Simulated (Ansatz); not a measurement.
Trial structures of Si2Ge3: starts and ends

Level of theory: DFT PBE, scalar-relativistic, plane waves, PAW in Ansatz 0.2.0. Settings: cutoff 420 eV, Γ-centred meshes spaced at most about 0.3 Å⁻¹, and about 0.25 Å⁻¹ or finer for metals (2π included), Gaussian smearing. No spin polarisation in the final relaxations.

Each guess was relaxed in cell and atoms at zero pressure, within the symmetry of its start. All energies are static (0 K, no zero-point motion). Coordination counts Ge atoms around Si (those within 1.25 times the shortest such distance or 1.15 times the sum of covalent radii; a plus sign parts nearer from farther groups; the shortest distance is added where it is long for a bond; a slash parts the counts of unlike sites).

| guess | made from | start group | V start (Å³/atom) | end group | V end (Å³/atom) | coordination at the end | gap on mesh (eV) | E over the lowest end (meV/atom) |
| --- | --- | --- | --- | --- | --- | --- | --- | --- |
| 1 | random cell | P4_2/mnm | 18.0 | P4_2/mnm | 24.9 | Si 3 | 0 | 449 |
| 2 | random cell | P4/mmm | 20.7 | P4/mmm | 19.0 | Si 4+1 | 0 | 72 |
| 3 | random cell | Pmmm | 21.4 | Pmmm | 19.8 | Si 2 | 0 | 48 |
| 4 | random cell | P6/mmm | 20.1 | P6/mmm | 24.4 | Si 6 from 2.7 Å/12 from 3.6 Å | 0 | 461 |
| 5 | Cu3Te2 type | P4mm | 16.1 | ? | ? | ? | ? | ? |
| 6 | Si2Rh3 type | P-3m1 | 17.2 | P-3m1 | 19.0 | Si 6 | 0 | 0 |

Guess 5 as it starts:

```cif
data_structure
_symmetry_space_group_name_H-M 'P 1'
_symmetry_Int_Tables_number 1
_cell_length_a 3.7914
_cell_length_b 3.7914
_cell_length_c 5.5842
_cell_angle_alpha 90.000
_cell_angle_beta 90.000
_cell_angle_gamma 90.000
_cell_volume 80.27
loop_
_atom_site_label
_atom_site_type_symbol
_atom_site_fract_x
_atom_site_fract_y
_atom_site_fract_z
_atom_site_occupancy
Si1 Si 0.00000 0.00000 0.72113 1
Si2 Si 0.50000 0.50000 0.28981 1
Ge1 Ge 0.50000 0.00000 0.99346 1
Ge2 Ge 0.00000 0.50000 0.99346 1
Ge3 Ge 0.00000 0.00000 0.27214 1
```

**Question.** Predict the end of this guess and its energy over the lowest end.

**Answer.** It ends in space group P4mm (No. 99), with a = 4.113 Å, c = 6.439 Å, 21.8 Å³/atom and no gap. It lies 163 meV/atom over the lowest end, above guess 2 and below guess 1. Counting Ge atoms around Si, this end has Si 5/4+4 and the lowest (guess 6) has Si 6.

```
Si Ge
1.0
     4.11340    0.00000    0.00000
     0.00000    4.11340    0.00000
     0.00000    0.00000    6.43878
Si Ge
2 3
Direct
  0.00000 0.00000 0.73558
  0.50000 0.50000 0.24355
  0.50000 0.00000 0.96979
  0.00000 0.50000 0.96979
  0.00000 0.00000 0.35130
```

The zero of energy is the elements' standard structures at the same level; no fitted shifts are applied.

**Question.** Is the lowest end bound against the elements?

**Answer.** No: its formation energy is +0.34 eV/atom. A positive value: parting into the elements would lower its energy.

The k mesh leaves some 4 meV/atom of noise in the energy of each metallic cell. No dispersion correction is applied, so the spacing and binding between layers, chains or molecules are poorly described (Pmmm), and this can change margins and order among such cells. Cells relaxed within their symmetry can be saddle points. A lower structure may well exist outside this small set. Some types were kept out of the candidates beforehand, so the set may lack a known form.
